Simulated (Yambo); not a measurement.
Yambo run on CO2 (space group Pa-3, No. 205). The wavefunctions are PBEsol (pw.x of Quantum ESPRESSO, ONCV potentials, scalar-relativistic) ones on a 2×2×2 mesh (32 occupied bands); a = b = c = 5.497 Å, α = β = γ = 90.00°.

Yambo input:

```
rim_cut
gw0
dyson
el_el_corr
HF_and_locXC
ppa
em1d
RandQpts= 1000000
RandGvec= 1 Ry
EXXRLvcs= 84 Ry
VXCRLvcs= 336 Ry
Chimod= "HARTREE"
% BndsRnXp
 1 | 307 |
%
NGsBlkXp= 7 Ry
% LongDrXp
 1.0 | 1.0 | 1.0 |
%
PPAPntXp= 27.2114 eV
% GbndRnge
 1 | 307 |
%
GTermKind= "BG"
DysSolver= "n"
ExtendOut
% QPkrange
 1 | 1 | 32 | 33 |
%
```

k points by index: 1 = Γ.

Resulting energies as the program prints them:

```
#    K-point    Band    Eo [eV]    E [eV]    E-Eo [eV]    Vxc [eV]    Vnlxc [eV]    Sc|Eo [eV]    Sc|E [eV]    dSc/dw|Eo [eV]    Re(Z)    Im(Z)
#
    1    32    0.000000    -2.139614    -2.139614    -19.78629    -25.12378    2.765680    3.197872    -5.496363    0.831954    -0.925483E-3
    1    33    6.823023    8.273926    1.450903    -10.48532    -5.788378    -3.058559    -3.246041    -3.516028    0.885573    -0.661640E-3
```
(The two width columns are left out.) Convergence of these settings isn't established.

Geometry of the Materials Project entry, not relaxed at this level.
